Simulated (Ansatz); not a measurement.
Given:

Starting cell, W (fcc, Cu type):

```yaml
crystal:
  lattice:
    - [0.00000, 3.97175, 3.97175]
    - [1.98588, 0.00000, 1.98588]
    - [1.98588, 1.98588, 0.00000]
  atoms:
    - { symbol: W, position: [0.00000, 0.00000, 0.00000] }
    - { symbol: W, position: [0.50000, 0.00000, 0.00000] }
```

The atoms are displaced by Q × the pattern below (from a DFPT mode at L = (0.5, 0.0, 0.0), largest move 1; Q in Å), at fixed cell. (q is in reciprocal vectors of the primitive cell; the cell shown is doubled to hold the pattern.)

```
atom       x       y       z
----  ------  ------  ------
W1    -0.577   0.577   0.577
W2     0.577  -0.577  -0.577
```

Method: LDA (plane waves to 420 eV, PAW, scalar-relativistic; Ansatz, a first-principles code). k mesh 10×20×20 (Γ-centred), Fermi-Dirac smearing 0.05 eV. The energy includes the smearing's −TS. Left out: 2 of 13 points, with atoms too close for the PAW data. With partly filled bands, energies and forces of such displacements shift with the k mesh and the smearing. Spin-orbit coupling is left out, though W is heavy. This is one of several known forms of W; the measured ambient cells at hand have space group No. 229. W is run without spin polarisation. W was relaxed with its symmetry unable to fall. The zero of ΔE is the undisplaced structure.

The scan covers Q from -0.233 to 0.233 Å in 11 points.

Problem. Which space group does the distorted structure have?

Solution. R-3m (No. 166), lowered from Fm-3m.

Problem. Is this a single well or a double well?

Solution. A single well with its minimum at or next to zero displacement.

Problem. What is the energy change at Q = 0.233 Å?

Solution. 1420 meV/cell.

Problem. What harmonic wavenumber does the curvature at Q = 0 give?

Solution. 234 cm⁻¹.

(For displaced atoms, the force is minus the slope of the energy, and its curvature is a force constant, which sets phonon frequencies.)
